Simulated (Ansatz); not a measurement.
A: NbN (rock salt), a = b = c = 4.4213 Å, α = β = γ = 90.00°
B: BP (zinc blende), a = 4.548 Å, b = 4.548 Å, c = 4.548 Å, α = 90.00°, β = 90.00°, γ = 90.00°
C: InP (zinc blende), a = b = c = 5.9595 Å, α = β = γ = 90.00°
D: KBr (rock salt), a = b = c = 6.705 Å, α = β = γ = 90.00°

Scan: energy over volume and axial ratio (atoms clamped). One method and one kind of scan serve all of them; meshes and ranges differ. All were relaxed with their symmetry unable to fall. NbN is run without spin polarisation. This is a high-temperature form of NbN.

### Question
Rank these by shear modulus C′ = (C11 − C12)/2 (fitted) (highest first), as PBE (plane waves to 420 eV, PAW, scalar-relativistic; Ansatz, a program for electronic structure) gives it.

### Answer
A (259 GPa), B (133 GPa), C (21 GPa), D (13 GPa)

(Under strain, the slope of the energy per volume gives the stress and its curvature an elastic modulus.)
